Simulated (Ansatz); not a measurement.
**TaW5: stable or not**

It was reached by relaxing an invented guess, and it needn't be the stable form of this composition.

All numbers below come from DFT PBE, scalar-relativistic, plane waves, PAW in Ansatz 0.2.0. Cutoff 420 eV, Γ-centred 12×12×4 mesh (6-atom cell), Gaussian smearing of 0.10 eV, no spin polarisation.

```
CELL_PARAMETERS angstrom
3.19846 0.00000 0.00000
0.00000 3.19846 0.00000
0.00000 0.00000 9.63334
ATOMIC_POSITIONS crystal
Ta 0.50000 0.50000 0.50000
W 0.00000 0.00000 0.00000
W 0.50000 0.50000 0.16527
W 0.00000 0.00000 0.32856
W 0.00000 0.00000 0.67144
W 0.50000 0.50000 0.83473
```

Energies over the elements count from the elements' standard structures at the same level, with no fitted energy shifts.

Task: These tests were run: energy against the elements; random kick, then relaxation without symmetry; phonons on a 2×2×1 q mesh. What do they show?

Result:

```tsv
test	result
energy against the elements	−0.06 eV/atom
random kick, then relaxation without symmetry	returns
phonons on a 2×2×1 q mesh	no imaginary mode on the mesh
```

It fails none of these tests. Other phases of the system weren't compared here, so this isn't yet thermodynamic stability.

Spin–orbit coupling, which can matter for Ta and W, is left out. The kick test ran on a coarse mesh. The run for the phonons used a 12×12×4 k mesh and Fermi–Dirac smearing of 0.15 eV.
